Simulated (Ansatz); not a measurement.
**Band table of TlIn**

```xyz
2
Lattice="1.4781 0.8534 4.8297 -1.4781 0.8534 4.8297 0.0000 -1.7068 4.8297" Properties=species:S:1:pos:R:3 pbc="T T T"
Tl    0.0000    0.0000    7.2445
In    0.0000    0.0000    0.0000
```

The base volume is that of a database entry, so it needn't be at zero pressure; the structure needn't be the stable phase, at rest or compressed.

All numbers are LDA results (scalar-relativistic) from Ansatz 0.2.0, with a Γ-centred 12×12×12 k mesh, Fermi–Dirac smearing of 0.05 eV, no spin polarisation. Methods: LAPW: all electrons, basis error target 1 meV/atom.

This run: volume at 0.65 of the series' base cell.

Spin–orbit coupling is left out, which matters for the heavy atoms.

Path points, in fractions of the reciprocal vectors: Γ (0.000, 0.000, 0.000), T (0.500, 0.500, 0.500), H2 (0.813, 0.187, 0.500), H0 (0.500, -0.187, 0.187), L (0.500, 0.000, 0.000), S0 (0.344, -0.344, 0.000), S2 (0.656, 0.000, 0.344), F (0.500, 0.000, 0.500). The distance column jumps between branches of the path. Levels in eV from the Fermi level; bands 16 to 32, counted from the lowest band of the run. The gap is zero, the pressure 40.7 GPa.

```
# k(1/Å) point b16 b17 b18 b19 b20 b21 b22 b23 b24 b25 b26 b27 b28 b29 b30 b31 b32
0.000 Γ -15.74 -15.41 -15.41 -15.04 -15.04 -13.72 -13.30 -12.77 -12.77 -11.94 -11.94 -5.49 -4.89 10.58 10.88 10.88 11.34
0.108 - -15.74 -15.41 -15.41 -15.04 -15.04 -13.70 -13.26 -12.77 -12.77 -11.94 -11.94 -6.49 -3.78 10.61 10.93 10.93 11.30
0.217 - -15.72 -15.41 -15.41 -15.03 -15.03 -13.68 -13.14 -12.78 -12.78 -11.96 -11.96 -7.65 -2.34 10.66 10.85 11.11 11.11
0.325 - -15.70 -15.41 -15.41 -15.01 -15.01 -13.66 -12.89 -12.79 -12.79 -11.98 -11.98 -8.72 -0.81 9.39 10.87 11.38 11.38
0.434 - -15.68 -15.40 -15.40 -15.00 -15.00 -13.66 -12.80 -12.80 -12.53 -11.99 -11.99 -9.67 0.79 7.70 11.04 11.71 11.71
0.542 - -15.66 -15.40 -15.40 -14.99 -14.99 -13.66 -12.81 -12.81 -12.07 -12.01 -12.01 -10.48 2.46 5.95 11.18 12.08 12.08
0.650 T -15.66 -15.40 -15.40 -14.99 -14.99 -13.66 -12.81 -12.81 -12.01 -12.01 -11.73 -10.94 4.02 4.35 11.23 12.24 12.43
0.872 - -15.62 -15.42 -15.34 -15.06 -15.00 -13.52 -12.85 -12.71 -12.21 -12.02 -11.54 -10.58 4.23 4.48 9.39 9.41 11.88
1.093 - -15.55 -15.48 -15.23 -15.18 -15.04 -13.20 -12.94 -12.51 -12.42 -12.06 -10.94 -9.77 4.70 4.82 6.50 6.53 10.59
1.315 - -15.54 -15.48 -15.40 -15.11 -15.00 -13.01 -12.89 -12.71 -12.19 -12.03 -9.79 -8.62 3.10 3.72 5.69 5.79 8.04
1.536 - -15.60 -15.47 -15.41 -15.19 -14.90 -13.01 -12.79 -12.63 -12.29 -11.84 -8.07 -7.07 0.51 1.22 5.41 6.13 6.70
1.758 - -15.61 -15.43 -15.36 -15.25 -14.93 -12.89 -12.78 -12.46 -12.43 -11.86 -5.95 -5.11 -1.65 -0.93 3.46 4.25 6.91
1.979 H2 -15.54 -15.39 -15.29 -15.22 -15.09 -12.69 -12.66 -12.62 -12.42 -12.07 -4.37 -2.80 -2.66 -2.40 1.79 2.45 6.40
2.439 H0 -15.54 -15.39 -15.29 -15.22 -15.09 -12.69 -12.66 -12.62 -12.42 -12.07 -4.37 -2.80 -2.66 -2.40 1.79 2.45 6.40
2.572 - -15.47 -15.43 -15.24 -15.18 -15.17 -12.79 -12.61 -12.60 -12.41 -12.14 -4.70 -3.56 -1.24 -1.20 1.00 1.54 5.82
2.704 - -15.47 -15.41 -15.37 -15.14 -15.03 -12.97 -12.83 -12.52 -12.17 -12.15 -5.19 -4.30 -0.02 0.16 0.75 0.99 5.28
2.837 - -15.57 -15.50 -15.27 -15.10 -14.89 -13.23 -12.97 -12.42 -12.21 -11.89 -5.58 -4.92 -0.35 -0.06 2.23 2.29 4.85
2.970 - -15.70 -15.53 -15.19 -15.07 -14.77 -13.48 -13.06 -12.33 -12.25 -11.66 -5.85 -5.40 -0.71 -0.52 3.68 3.80 4.78
3.103 - -15.79 -15.54 -15.13 -15.06 -14.68 -13.65 -13.12 -12.28 -12.27 -11.49 -6.01 -5.71 -0.94 -0.80 4.07 4.33 6.05
3.236 L -15.82 -15.55 -15.10 -15.05 -14.65 -13.70 -13.14 -12.29 -12.24 -11.43 -6.07 -5.82 -1.01 -0.90 4.04 4.42 7.00
3.443 - -15.80 -15.52 -15.10 -15.09 -14.71 -13.65 -13.08 -12.36 -12.22 -11.53 -8.20 -3.59 -2.40 0.99 2.02 6.81 7.04
3.651 - -15.74 -15.43 -15.20 -15.09 -14.85 -13.51 -12.91 -12.54 -12.17 -11.80 -10.10 -4.02 -0.61 0.01 3.64 7.52 8.58
3.859 - -15.66 -15.34 -15.31 -15.08 -15.04 -13.34 -12.79 -12.63 -12.14 -12.09 -11.60 -4.81 -2.09 2.78 6.32 8.36 9.98
4.067 - -15.63 -15.44 -15.24 -15.18 -15.05 -13.27 -12.98 -12.63 -12.46 -12.30 -12.01 -5.27 -3.51 6.00 9.09 9.40 10.67
4.274 - -15.70 -15.43 -15.37 -15.08 -15.04 -13.54 -13.22 -12.80 -12.69 -12.05 -11.96 -5.46 -4.50 9.09 10.40 10.65 11.13
4.482 Γ -15.74 -15.41 -15.41 -15.04 -15.04 -13.72 -13.30 -12.77 -12.77 -11.94 -11.94 -5.49 -4.89 10.58 10.88 10.88 11.34
4.725 - -15.69 -15.44 -15.35 -15.09 -15.05 -13.47 -13.19 -12.82 -12.64 -12.09 -11.96 -5.06 -4.75 8.97 9.37 10.83 11.22
4.969 - -15.57 -15.49 -15.22 -15.18 -15.07 -13.11 -12.94 -12.72 -12.42 -12.09 -12.03 -4.29 -3.93 5.75 6.81 8.48 8.86
5.212 - -15.52 -15.43 -15.36 -15.16 -14.98 -13.04 -12.84 -12.71 -12.29 -12.15 -10.70 -3.39 -2.33 2.62 4.23 5.45 6.20
5.456 - -15.49 -15.45 -15.31 -15.25 -14.90 -13.05 -12.85 -12.59 -12.32 -12.02 -8.69 -2.02 -0.66 0.05 2.12 2.93 3.58
5.699 - -15.46 -15.38 -15.36 -15.23 -15.00 -12.92 -12.77 -12.52 -12.37 -12.07 -6.30 -2.43 -1.09 0.41 1.18 1.32 2.64
5.943 S0 -15.52 -15.40 -15.25 -15.21 -15.14 -12.69 -12.68 -12.57 -12.44 -12.10 -4.42 -2.93 -2.81 -0.91 -0.07 3.52 4.98
6.383 S2 -15.52 -15.40 -15.25 -15.21 -15.14 -12.69 -12.68 -12.57 -12.44 -12.10 -4.42 -2.93 -2.81 -0.91 -0.07 3.52 4.98
6.494 - -15.59 -15.39 -15.35 -15.21 -15.03 -12.81 -12.74 -12.55 -12.24 -12.05 -4.51 -3.53 -2.19 -1.73 -0.09 4.93 6.15
6.605 - -15.66 -15.52 -15.30 -15.23 -14.91 -13.05 -12.80 -12.42 -12.01 -12.01 -4.72 -4.17 -2.44 -1.73 0.52 5.76 6.41
6.715 - -15.73 -15.61 -15.25 -15.24 -14.81 -13.27 -12.84 -12.29 -11.98 -11.79 -4.89 -4.71 -3.02 -1.65 1.67 5.23 7.88
6.826 - -15.81 -15.67 -15.26 -15.22 -14.73 -13.44 -12.86 -12.19 -11.95 -11.60 -5.13 -5.01 -3.46 -1.69 2.94 4.85 9.27
6.937 - -15.87 -15.70 -15.27 -15.19 -14.67 -13.55 -12.88 -12.12 -11.94 -11.47 -5.39 -5.08 -3.74 -1.72 4.05 4.61 10.06
7.048 F -15.89 -15.71 -15.27 -15.18 -14.65 -13.59 -12.88 -12.10 -11.93 -11.42 -5.48 -5.10 -3.83 -1.74 4.53 4.54 9.82
```
